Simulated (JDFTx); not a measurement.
| Quantity | Result |
|---|---|
| surface | TiAl(100), Al outermost, slab composition Ti2Al3 |
| bulk | TiAl, P4/mmm, lattice of mp-1953 (not re-optimised) |
| slab | 5 atoms in 5 planes, 1x1, 5.5 Å between the outermost planes |
| in-plane cell | 2.811 × 4.066 Å, 11.43 Å² |
| cell height | 21.6 Å |
| sampling | 8×6×1 k mesh, Fermi smearing 0.01 Ha, no spin polarisation |

Whether this polymorph is the ambient one wasn't checked. Neither spin polarisation nor a larger cell was tried.

Profiles through the double layer of this slab, charged, in soft-sphere model, water, 2 M KF; PBE, GBRV ultrasoft potentials, plane waves to 20/100 Ha, JDFTx (a modified build). z is the height above the outermost atoms, φ the plane-averaged electrostatic potential energy of an electron (zero in the bulk liquid), ρ_b the bound charge of solvent and ions, s the cavity shape function (0 in the solid, 1 in the liquid).

| z (Å) | n (e/Å³) | s | φ (eV) | ρ_b (10⁻³ e/Å³) |
|---|---|---|---|---|
| 0.87 | 0.0739 | 0.01 | -2.124 | -0.28 |
| 1.32 | 0.0313 | 0.06 | -1.209 | -2.87 |
| 1.77 | 0.0107 | 0.24 | -0.256 | -9.34 |
| 2.22 | 0.0034 | 0.63 | -0.039 | -2.04 |
| 2.67 | 0.0011 | 0.97 | -0.027 | 0.95 |
| 3.12 | 0.0003 | 1.00 | -0.022 | 0.35 |
| 3.57 | 0.0001 | 1.00 | -0.018 | 0.09 |
| 4.02 | 0.0000 | 1.00 | -0.014 | 0.02 |
| 4.47 | 0.0000 | 1.00 | -0.012 | 0.00 |
| 4.92 | 0.0000 | 1.00 | -0.009 | -0.01 |
| 5.37 | 0.0000 | 1.00 | -0.008 | -0.01 |
| 5.82 | 0.0000 | 1.00 | -0.006 | -0.01 |
| 6.27 | 0.0000 | 1.00 | -0.005 | -0.01 |
| 6.72 | 0.0000 | 1.00 | -0.004 | 0.00 |
| 7.17 | 0.0000 | 1.00 | -0.003 | 0.00 |
| 7.62 | 0.0000 | 1.00 | -0.003 | 0.00 |

Q: Is the electrode positively or negatively charged, and roughly by how much?

A: Positively: σ = 12.0 μC/cm² per face. The liquid's bound charge is of the opposite sign overall, and far from the surface φ decays with the screening length (2.1 Å).
